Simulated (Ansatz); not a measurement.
**Rb2P2Pd, first-principles data**

Rb2P2Pd:
```
Rb2P2Pd
1.0
    3.30015    -7.26475     0.00000
    3.30015     7.26475     0.00000
    0.00000     0.00000     6.04097
Rb P Pd
4 4 2
Cartesian
  3.30015  -4.18847   1.51024
  3.30015   4.18847   4.53073
  3.30015   1.16485   1.51024
  3.30015  -1.16485   4.53073
  5.51697  -1.53669   1.51024
  1.08334   1.53669   4.53073
  5.51697   1.53669   4.53073
  1.08334  -1.53669   1.51024
  0.00000   0.00000   0.00000
  0.00000   0.00000   3.02048
```

Space group Cmcm (No. 63); conventional cell a = 6.6003 Å, b = 14.5295 Å, c = 6.0410 Å, α = β = γ = 90.00°.

Method: r²SCAN in the plane-wave PAW code Ansatz. Structure relaxed to zero pressure with the same functional. Other levels are named where they apply.

### Cell and energy

```yaml
volume_per_atom: 28.97 Å³
density: 3.89 g/cm³
Formation energy from the elements (no fitted shifts): -0.63 eV/atom
```

### Electronic structure

```yaml
band_gap: 1.25 eV (indirect)
valence_band_maximum: at Γ
conduction_band_minimum: off the standard path, at k = (0.286, 0.286, 0.302) in fractions of the reciprocal vectors
smallest_direct_gap_on_the_standard_path: 1.36 eV
electron_effective_mass: 0.61, 1.4, 1.5 mₑ (principal values)
Electron effective mass with spin–orbit coupling: 0.61, 1.4, 1.5 mₑ (principal values)
hole_effective_mass: 0.22, 9.9, 20 mₑ (principal values)
Hole effective mass with spin–orbit coupling: 0.23, 9.9, 17 mₑ (principal values)
HSE06 gap on the r²SCAN cell: 1.89 eV
Gap with spin–orbit coupling: 1.25 eV
```

### Mechanics

```yaml
Bulk modulus (Birch–Murnaghan fit): 23.0 GPa
Pressure derivative B′: 5.5
```

### Charges

```yaml
bader_charges: Rb +0.76 to +0.78, P -0.66, Pd -0.22 e
```

The first step of the workflow began from a Materials Project structure, measured or hypothetical; the Crystallography Open Database copy checked does not list it. Its standing as an ambient phase is unchecked. Symmetry was held in the r²SCAN relaxation; whether a distortion lowers the energy is not shown. No spin polarisation was allowed. The references are the lowest solids computed at this level, not always the standard phases. Spin–orbit coupling is left out wherever it is not named.

Potentials: the later of the program's two PAW sets.
